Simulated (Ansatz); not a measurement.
Ansatz (an electronic-structure program) input:

Ansatz 0.2 input:
```yaml
crystal:
  lattice:
    - [4.0604520699, 2.3443030956, 3.3160368089]
    - [-4.0604520699, 2.3443030956, 3.3160368089]
    - [0.0, -4.6886061911, 3.3160368089]
  atoms:
    - { symbol: Cs, position: [0.0952468777, 0.0952468777, 0.0952468777] }
    - { symbol: Ge, position: [0.5951879059, 0.5951879059, 0.5951879059] }
    - { symbol: I, position: [0.5952311674, 0.0952010019, 0.5952311674] }
    - { symbol: I, position: [0.0952010019, 0.5952311674, 0.5952311674] }
    - { symbol: I, position: [0.5952311674, 0.5952311674, 0.0952010019] }
kpoints:
  mp_grid: { grid: [7, 7, 7] }
hamiltonian:
  xc: lda
  pseudopotentials: { kind: paw }
scf:
  occupations: { method: fermi_dirac, width: 0.1 }
phonons:
  method: dfpt
  response_accuracy: low
  eigenvectors: true
  rigid_motions: translations
```

Output (shortened):

```
zone centre: on kpoints.mp_grid the ground state, and the responses unless they are solved on pairs of k-points, stand on 172 of the mesh's 343 k-points, …
Pseudopotentials: kind: paw
Pseudopotential: Cs, paw, valence charge 9
Pseudopotential: Ge, paw, valence charge 14
Pseudopotential: I, paw, valence charge 17
Functional definition: SPW92
Crystal: 5 atoms, lattice volume = 189.391 Å³
Basis set: ecut = 420 eV, 3743 PW (Γ), exchange–correlation on 80×80×80 points (8 copies of the dense FFT grid, shifted against one another)
Bands: 45, of which v1, the nominal top of the filled ones, is band 37 counted from 1 (36 counted from 0)
Symmetry: 6 space group operations
k-points: 172 of 343 (irreducible under 1 space group operation, time reversal used)
PAW frozen core: Cs, regenerated for the run's functional, and the local potential with it
PAW frozen core: Ge, regenerated for the run's functional, and the local potential with it
PAW frozen core: I, regenerated for the run's functional, and the local potential with it
Initial wavefunctions: pseudopotential atomic-orbital guess
Eigensolver: davidson
Functional: x = slater, c = lda
SCF iter   1: F=—  HF=-31792.383665 eV  |F-HF|=—  |Δ(HF+E_count)|=         —  Δρ=3.95e-3  dr2=1.29e-2  ethr=1.77e-3  ⟨swp⟩=10.1  Hψ=37723  notcnv=0  defer=34
all-band conjugate gradients solve this SCF's bands
preconditioner: auto → Resta (q_TF=auto, 2.333 Å⁻¹)
SCF iter   2: F=—  HF=-31792.379948 eV  |F-HF|=—  |Δ(HF+E_count)|=   3.72e-3  Δρ=2.12e-3  dr2=4.30e-3  ethr=1.74e-5  ⟨swp⟩=2.1  Hψ=13081  notcnv=0  defer=51
SCF iter   3: F=—  HF=-31792.379848 eV  |F-HF|=—  |Δ(HF+E_count)|=   1.01e-4  Δρ=4.54e-4  dr2=4.89e-4  ethr=5.81e-6  ⟨swp⟩=2.9  Hψ=15541  notcnv=0  defer=51
SCF iter   4: F=—  HF=-31792.379610 eV  |F-HF|=—  |Δ(HF+E_count)|=   2.37e-4  Δρ=1.54e-4  dr2=6.47e-5  ethr=6.61e-7  ⟨swp⟩=2.2  Hψ=12525  notcnv=0  defer=51
SCF iter   5: F=—  HF=-31792.379607 eV  |F-HF|=—  |Δ(HF+E_count)|=   2.77e-6  Δρ=8.09e-5  dr2=1.53e-5  ethr=8.74e-8  ⟨swp⟩=2.0  Hψ=13870  notcnv=0  defer=51
SCF iter   6: F=—  HF=-31792.379595 eV  |F-HF|=—  |Δ(HF+E_count)|=   1.18e-5  Δρ=2.49e-5  dr2=2.09e-6  ethr=2.07e-8  ⟨swp⟩=2.0  Hψ=13870  notcnv=0  defer=51
SCF iter   7: F=—  HF=-31792.379592 eV  |F-HF|=—  |Δ(HF+E_count)|=   3.39e-6  Δρ=6.26e-6  dr2=1.25e-7  ethr=2.83e-9  ⟨swp⟩=2.0  Hψ=13870  notcnv=0  defer=51
SCF iter   8: F=—  HF=-31792.379592 eV  |F-HF|=—  |Δ(HF+E_count)|=   3.05e-8  Δρ=1.93e-6  dr2=9.11e-9  ethr=1.69e-10  ⟨swp⟩=2.1  Hψ=10608  notcnv=0  defer=51
SCF iter  10: F=-31792.379592 eV  HF=-31792.379592 eV  |F-HF|=7.28e-12  |Δ(HF+E_count)|=  7.28e-12  Δρ=3.06e-8  dr2=1.77e-12  ethr=1.00e-12  ⟨swp⟩=13.2  Hψ=43986  notcnv=0
SCF 1 converged in 10 iterations: F = -31792.379592 eV  dr2 = 1.77e-12
DFPT response loops at Γ: preconditioner auto → Kerker (q_TF=auto, 2.333 Å⁻¹) (partly filled bands, converged f_vac=0.045) …
phonon interpolation: 46 periodic images of 20 blocks of the force constants (a block to an ordered pair of atoms and a translation) lie up to 1.70e-3 Å …
SCF converged after 10 iterations
Free energy (F): -31792.379592 eV
Harris-Foulkes:  -31792.379592 eV  (|F-HF|=7.28e-12)
Internal energy: -31792.379369 eV  (E = F + TS)
E sigma→0 (E₀):  -31792.379481 eV
Entropy (-TS):   -0.000223 eV (-0.045 meV/atom)
Fermi energy:    6.448431 eV
--- Per-component energies (eV) ---
  E_band       = -1360.251671
  E_kinetic    = 824.023111
  E_local      = -9655.043940  (includes V_loc(G=0)·N_el)
  E_nonlocal   = 191.549394
  E_hartree    = 4723.146421
  E_xc         = -631.523375
  E_vxc        = -579.602952  (∫ρ·V_xc dr)
  E_paw        = -20817.703238  (= ΣΔE_a)
  E_vpaw       = -1587.470692  (= ΣTr[D̂ρ^β])
  E_aug_tail   = 0.000575  (compensation charges beyond the density's cutoff)
  E_ewald      = -6431.350844
  E_core_change = 4.522528  (= ΣΔE_core)
  E_smearing   = -0.000223  (= −TS)
  E_closure    = 0.000000  (closes the sum)
  Σ components = -31792.379592   (vs F -31792.379592, Δ=0.00e0)
  [band-id]    e_kinetic+e_local+e_nonlocal+2·e_hartree+e_vxc+e_vpaw+e_augmentation_tail = -1360.251662   (vs E_band -1360.251671, Δ=9.50e-6)
--- Band table (eV; the first three rows and the last of 172) ---
  k-point 0: bands = ["-38.5757", "-38.5747", "-38.5747", "-38.5279", "-38.5279", "-38.5279", "-38.5261", "-38.5260", "-38.5260", "-38.4000", "-38.4000", "-38.4000", "-38.3990", "-38.3990", "-38.3982", "-18.8114", "-18.8114", "-18.7965", "-18.7965", "-18.7965", "-15.1391", "-7.3263", "-6.0319", "-6.0319", "-1.9509", "-1.9509", "-1.9507", "-0.5124", "1.2975", "1.2984", "1.2984", "4.3535", "4.3535", "4.3543", "4.6983", "4.6994", "4.6994", "9.1188", "9.5108", "9.5108", "9.9028", "9.9028", "9.9033", "11.8410", "11.8410"]
  k-point 1: bands = ["-38.5757", "-38.5747", "-38.5747", "-38.5279", "-38.5278", "-38.5278", "-38.5262", "-38.5262", "-38.5261", "-38.4000", "-38.4000", "-38.4000", "-38.3990", "-38.3990", "-38.3982", "-18.8114", "-18.8114", "-18.7965", "-18.7965", "-18.7965", "-15.1387", "-7.2847", "-6.0899", "-6.0303", "-1.9450", "-1.9449", "-1.9340", "-0.8055", "1.3181", "1.3187", "1.8029", "4.2859", "4.2901", "4.2906", "4.6108", "4.6332", "4.6340", "9.4165", "9.6691", "9.7638", "9.9844", "10.1858", "10.1861", "10.9387", "11.7848"]
  k-point 2: bands = ["-38.5756", "-38.5748", "-38.5747", "-38.5279", "-38.5275", "-38.5275", "-38.5264", "-38.5264", "-38.5261", "-38.4000", "-38.4000", "-38.4000", "-38.3990", "-38.3989", "-38.3983", "-18.8114", "-18.8113", "-18.7965", "-18.7965", "-18.7965", "-15.1379", "-7.1733", "-6.2382", "-6.0267", "-1.9316", "-1.9315", "-1.9096", "-1.2077", "1.3662", "1.3667", "2.7268", "4.1366", "4.1368", "4.1452", "4.5110", "4.5121", "4.5537", "9.1968", "10.0983", "10.2273", "10.2556", "10.4102", "10.9447", "10.9450", "11.7175"]
  k-point 171: bands = ["-38.5753", "-38.5749", "-38.5748", "-38.5277", "-38.5272", "-38.5271", "-38.5268", "-38.5268", "-38.5262", "-38.4001", "-38.4000", "-38.3999", "-38.3990", "-38.3988", "-38.3985", "-18.8114", "-18.8112", "-18.7966", "-18.7966", "-18.7965", "-15.1365", "-6.9567", "-6.3914", "-6.1014", "-2.0221", "-1.9378", "-1.9063", "-1.7620", "1.7791", "1.9747", "3.0949", "3.5607", "4.0283", "4.2662", "4.5340", "4.5676", "5.0419", "7.7129", "10.5259", "10.6526", "10.7575", "11.0087", "11.0295", "11.3944", "11.8709"]
  band table: 45 of 45 bands, residual norms ≤ 1.0e-3 eV
--- Phonons (Γ-DFPT): 6 representative perturbations + reference, on 172 of 343 k-points (Σ response iterations 18) ---
  k mesh reduced under 1 symmetry operation, with k and −k counted as one. Each operation leaves every solved perturbation unchanged …
  ASR residual: 5.863e-4 → 0.000e0 eV/Å²; symmetrization residual: 4.500e-4 eV/Å²
  ASR residual per site (eV/Å²): 5.86e-4 3.82e-4 1.52e-4 1.52e-4 1.52e-4
  Γ frequencies (cm⁻¹): -23.29 -23.07 -23.07 0.00 0.00 0.00 37.45 37.50 37.50 39.97 39.98 39.98 80.60 80.60 80.66
  non-analytic LO–TO correction: not included (Born effective charges unavailable; polar crystals: no LO–TO splitting at Γ)
```

Cost: about 9 core-minutes (a rough figure) on shared cores.

Space group Pm-3m (cubic perovskite). The workflow started from a Materials Project entry (that database holds measured and hypothetical structures alike); the Crystallography Open Database copy checked does not list it. COD files the formula under space group No. 160, so this cell is another polymorph or a model. Whether it is the stable phase at ambient conditions was not checked. The cell was relaxed with LDA under the symmetry of its start; of distortions, only those at the zone centre were tested, and some modes there are weakly imaginary. As this level gives no gap, phonon frequencies hold no LO–TO term and depend on the k-mesh and smearing (Fermi–Dirac, 0.1 eV here). Point labels and valley counts follow the cell and symmetry of the run, lower than the named group. Scalar-relativistic: spin–orbit coupling is off unless named, which matters more the heavier the elements.

Potentials: the later of the program's two PAW sets.

Ansatz is a plane-wave DFT program.
